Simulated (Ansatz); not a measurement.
Recipe of this trial structure of SmAuSe₃: random cell by space group and Wyckoff sites (P6/mmm, No. 191). Its size is a rough estimate.

```cif
data_structure
_symmetry_space_group_name_H-M 'P 1'
_symmetry_Int_Tables_number 1
_cell_length_a 5.6273
_cell_length_b 5.6273
_cell_length_c 5.3913
_cell_angle_alpha 90.000
_cell_angle_beta 90.000
_cell_angle_gamma 120.000
_cell_volume 147.85
loop_
_atom_site_label
_atom_site_type_symbol
_atom_site_fract_x
_atom_site_fract_y
_atom_site_fract_z
_atom_site_occupancy
Sm1 Sm 0.00000 0.00000 0.50000 1
Se1 Se 0.50000 0.00000 0.50000 1
Se2 Se 0.00000 0.50000 0.50000 1
Se3 Se 0.50000 0.50000 0.50000 1
Au1 Au 0.00000 0.00000 0.00000 1
```

Level of theory: DFT PBE, scalar-relativistic, plane waves, PAW, and for the lanthanide a 4f-in-core norm-conserving potential (Ansatz). Cutoff 690 eV, Gaussian smearing, Γ-centred meshes. Cell and atoms relax first on a coarse mesh and then on a finer one. In between, the cell is made exact in the group found at 0.06 Å. In metals the finer mesh still leaves noise of several meV/atom or more. The steps can't lower the symmetry of their start. No spin polarisation in the relaxation; trial moments died out in a coarse test.

A guess keeps its type if space group and coordination stay and the shape of the cell changes little (axis ratios within about 15 %, angles within 6°); the volume may change.

**Question.** Will the relaxed cell still be of the starting type?

**Answer.** It keeps its type. The symmetry stays P6/mmm (No. 191). The volume per atom grows by 15.2 %, from 29.6 to 34.1 Å³. The shortest distance goes from 2.70 Å (Sm–Au) to 2.90 Å (Sm–Au). The ratio c/a of the conventional cell changes by a factor of 1.04. Counting neighbours within 15 % of an atom's shortest distance, the start has Au 2, Se 6, Sm 8 and the end Au 2, Se 6, Sm 8.

Formation energies are uncorrected and refer to the elements' standard structures at the same level.

**Question.** At what energy does it end?

**Answer.** −0.29 eV/atom.

The last run used a 6×6×8 mesh (in the run's order of axes) for its 5-atom cell and Gaussian smearing of 0.10 eV. Spin–orbit coupling, which can matter for Au, is left out. The reference form of Se is held partly by dispersion forces, which this level lacks. Trial moments died out on the coarse mesh, so the last step has no spin; another magnetic start might hold. Symmetry constrained the relaxation, so the result can be a saddle point. Another cell of SmAuSe3 relaxed alike, in Pm-3m, lies 128 meV/atom lower, so this cell isn't the stable form at this level.

The lanthanide is trivalent by construction, without f bands, f moments or other valences. The reference runs of the other elements, and any phases without the lanthanide, used 420 eV, which shifts energies against them by under 10 meV/atom. The lanthanide's reference is the lowest of its hcp, dhcp and fcc cells.
